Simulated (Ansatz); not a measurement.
SnTe$_{2}$:
```
CELL_PARAMETERS angstrom
      2.04996     1.18354     6.09245
     -2.04996     1.18354     6.09245
      0.00000    -2.36709     6.09245
ATOMIC_POSITIONS crystal
  Sn 0.00000 0.00000 0.00000
  Te 0.23462 0.23462 0.23462
  Te 0.76538 0.76538 0.76538
```

Relaxed with LDA. Special points in fractions of this cell's reciprocal vectors: Γ (0.000, 0.000, 0.000); T (0.500, 0.500, 0.500); H2 (0.808, 0.192, 0.500); H0 (0.500, -0.192, 0.192); L (0.500, 0.000, 0.000); S0 (0.346, -0.346, 0.000); S2 (0.654, 0.000, 0.346); F (0.500, 0.000, 0.500).

Q: List the band energies nearest the Fermi level at these points for plane-wave PAW LDA (Ansatz code).

A: In eV from the Fermi level; about four levels below and three above (degenerate sets whole), none deeper than 8.9 eV; points with the same levels are listed once.

```tsv
k	below	above
Γ	-0.46 -0.46 -0.26 -0.02	2.86 2.86 2.91
T	-1.20 -1.20 -0.02 -0.02	2.44 2.45 2.99 2.99
H2	-3.72 -3.54 -1.57 -1.42	0.77 2.51 4.83
L	-3.16 -2.85 -2.08 -1.67	0.57 2.08 4.90
S0	-4.36 -2.99 -2.30 -0.99	0.64 3.30 4.13
F	-2.88 -2.08 -1.71 -0.04	0.13 2.57 2.98
```

Space group R-3m. The cell is a constructed one: a structure type filled with these elements; neither database checked (COD, Materials Project) lists it. Whether it is the stable phase at ambient conditions was not checked. Symmetry was held in the LDA relaxation; its stability against distortions is not shown here. A crystal of weakly bound layers computed without a dispersion correction: the cell and the soft elastic constants depend strongly on that. Scalar-relativistic: spin–orbit coupling is off unless named, which matters more the heavier the elements.

Potentials: the earlier of the program's two PAW sets. The files were generated under PBE; for other functionals the program regenerates the frozen cores, and for LDA and PBEsol the local potential too.
